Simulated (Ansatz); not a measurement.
The start is a relaxed VSi2 cell shaken by Gaussian noise of σ = 0.08 Å a coordinate. The cell and all atomic positions are relaxed at zero pressure with PBEsol (plane waves to 420 eV, PAW, scalar-relativistic; Ansatz, a quantum-chemistry and plane-wave program). First-step values are on the input's coarse k-mesh.

Ansatz input (later rounds restart from its end on a renewed k-mesh):
Ansatz 0.2 input:
```yaml
crystal:
  lattice:
    - [4.523152025, 0, 0]
    - [-2.2615760125, 3.9171645588, 0]
    - [0, 0, 6.3200245367]
  atoms:
    - { symbol: V, position: [0.4825032422, 0.026765034, 0.0252140357] }
    - { symbol: V, position: [0.5013443736, 0.5173587411, 0.3105676161] }
    - { symbol: V, position: [0.0029017556, 0.480628204, 0.6678455052] }
    - { symbol: Si, position: [0.1529731234, 0.2977983903, 0.0114326998] }
    - { symbol: Si, position: [0.8520231078, 0.188682435, 0.3277620325] }
    - { symbol: Si, position: [0.6731493114, 0.8333251507, 0.6763251401] }
    - { symbol: Si, position: [0.8994860956, 0.7152509392, 0.0154087306] }
    - { symbol: Si, position: [0.1398137983, 0.8278027836, 0.3558411561] }
    - { symbol: Si, position: [0.2926065884, 0.1290820641, 0.6918829272] }
basis: { ecutwfc: 420, ecutrho_ratio: 4, xc_grid: 2, fft_grid_basis: typed }
kpoints: { mp_grid: { grid: [6, 6, 4] } }
hamiltonian:
  xc: pbesol
  dispersion: none
  pseudopotentials: { kind: paw }
scf: { occupations: { method: fermi_dirac, width: 0.05 } }
relax: { f_tol: 0.01, max_steps: 100, cell: { stress_tol: 0.02 } }
output: { forces: true, stress: true }
```

**Question.** What pressure does the first self-consistent step give?

**Answer.** +6 GPa (positive: the cell is compressed).

**Question.** What is the largest force in the starting geometry, and on which atom (counted from 1)?

**Answer.** About 3.7 eV/Å, on Si7 (atoms numbered as listed).

**Question.** Does it find its way back to the structure it was made from?

**Answer.** It relaxes back to the parent, P6₂22 (No. 180).

**Question.** How do the shortest distances between atoms change?

**Answer.** The closest pairs of elements (up to four, under 3.6 Å), start → end: Si–V 2.29 → 2.49 Å; Si–Si 2.29 → 2.46 Å; V–V 2.83 → 3.09 Å.

**Question.** What band gap does the relaxed structure have at this level?

**Answer.** Zero (metallic).

Final structure:

```cif
data_Si6V3
_chemical_formula_sum 'V3 Si6'
_space_group_name_H-M_alt 'P6222'
_space_group_IT_number 180
_space_group_name_Hall 'P 62 2 (0 0 4)'
_cell_length_a 4.52315
_cell_length_b 4.52315
_cell_length_c 6.32002
_cell_angle_alpha 90.000
_cell_angle_beta 90.000
_cell_angle_gamma 120.000
loop_
_atom_site_label
_atom_site_type_symbol
_atom_site_symmetry_multiplicity
_atom_site_Wyckoff_symbol
_atom_site_fract_x
_atom_site_fract_y
_atom_site_fract_z
_atom_site_occupancy
V1 V 3 c 0.50000 0.00000 0.00000 1
Si1 Si 6 i 0.16321 0.32642 0.00000 1
```

Final values are on a 12×12×8 k-mesh of the relaxed cell. No spin polarisation in the result. The relaxed primitive cell holds an odd number of electrons. A magnetic state may lie lower.

The first start was generated by placing the elements on the sites of a structure type. Materials Project lists a structure of VSi2 in the same space group, P6₂22 (No. 180); the sites were not compared with it, nor with measured phases.
